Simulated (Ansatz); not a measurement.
CdS (zinc blende)

```xyz
4
Lattice="0.0000 5.9266 5.9266 2.9633 2.9633 5.9266 2.9633 2.9633 0.0000" Properties=species:S:1:pos:R:3 pbc="T T T"
S      4.4450     4.4450     4.4450
S      4.4450     7.4083     7.4083
Cd     0.0000     0.0000     0.0000
Cd     2.9633     5.9266     2.9633
```

A phonon eigenvector at X = (0.5, 0.5, 0.0) is frozen into this cell: atom i moves by Q times the vector below, so Q is the largest atomic displacement, in Å. The cell is held. It is one choice among 2 degenerate patterns. (q is in reciprocal vectors of the primitive cell; the cell shown is doubled to hold the pattern.)

```csv
atom,x,y,z
S1,0.650,0.000,0.000
S2,-0.650,0.000,0.000
Cd3,0.000,1.000,0.000
Cd4,0.000,-1.000,0.000
```

Computed with PBE (plane waves to 420 eV, PAW, scalar-relativistic; Ansatz, a program for electronic structure). k mesh 10×10×10 (Γ-centred), Fermi-Dirac smearing 0.05 eV. Energies are smeared free energies. CdS was relaxed with its symmetry unable to fall. ΔE is measured from the undisplaced structure.

| Q (Å) | ΔE (meV/cell) |
|---|---|
| -0.180 | 44.6 |
| -0.150 | 30.9 |
| -0.120 | withheld |
| -0.090 | 11.1 |
| -0.060 | 4.9 |
| -0.030 | 1.2 |
| 0.000 | 0.0 |
| 0.030 | 1.2 |
| 0.060 | 4.9 |
| 0.090 | 11.1 |
| 0.120 | withheld |
| 0.150 | 30.9 |
| 0.180 | 44.6 |

**Question.** Fit an even polynomial form (powers 2, 4) to the given rows and predict ΔE at Q = -0.120.

**Answer.** Least squares on the 11 given rows: ΔE = (1366)·Q² + (330.3)·Q⁴, in meV/cell with Q in Å; root-mean-square residual 0.02 meV/cell. At -0.120 the fit gives 19.7 meV/cell; the calculation gives 19.8 meV/cell, so the interpolation is off by -0.1 (-0.5 %). The quadratic term alone would give 19.7 meV/cell.

(A displaced cell: forces are minus the slopes of the energy, force constants its curvatures, and phonons follow from these.)
